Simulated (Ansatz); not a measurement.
Consider the following.

Starting cell, AlNi (CsCl type):

```
AlNi
1.0
    2.86332     0.00000     0.00000
    0.00000     2.86332     0.00000
    0.00000     0.00000     2.86332
Al Ni
1 1
Cartesian
  0.00000   0.00000   0.00000
  1.43166   1.43166   1.43166
```

Scan: atom 1 (Al, nearest neighbour Ni at 2.480 Å; its periodic images, 2.9 Å or more away, move with it) is displaced along Cartesian x, direction (1.000, 0.000, 0.000) in Cartesian axes, by s. The other atoms stay.

All values below come from r2SCAN (plane waves to 500 eV, PAW, scalar-relativistic; Ansatz, a quantum-chemistry and plane-wave program). k mesh 13×13×13 (Γ-centred), Fermi-Dirac smearing 0.05 eV. E stands for the smeared free energy. With partly filled bands, energies and forces of such displacements shift with the k mesh and the smearing. AlNi is run without spin polarisation. AlNi was relaxed with its symmetry unable to fall. The PAW data are Ansatz's earlier set. ΔE is measured from the undisplaced structure.

The scan covers s from -0.740 to 0.740 Å in 11 points.

Question: Is the energy the same for equal positive and negative displacements?

Answer: Even: the same for both signs. With its periodic images moving along, the atom's site symmetry in this cell is m-3m.

Question: What force acts on the atom along the line at s = -0.740 Å?

Answer: 4.06 eV/Å.

Question: What is the force constant k = d²E/ds² of this move at s = 0?

Answer: 6.46 eV/Å².

Question: With two atoms in the cell this is the zone-centre optical mode. What wavenumber follows?

Answer: 308 cm⁻¹.

(For displaced atoms, the force is minus the slope of the energy, and its curvature is a force constant, which sets phonon frequencies.)
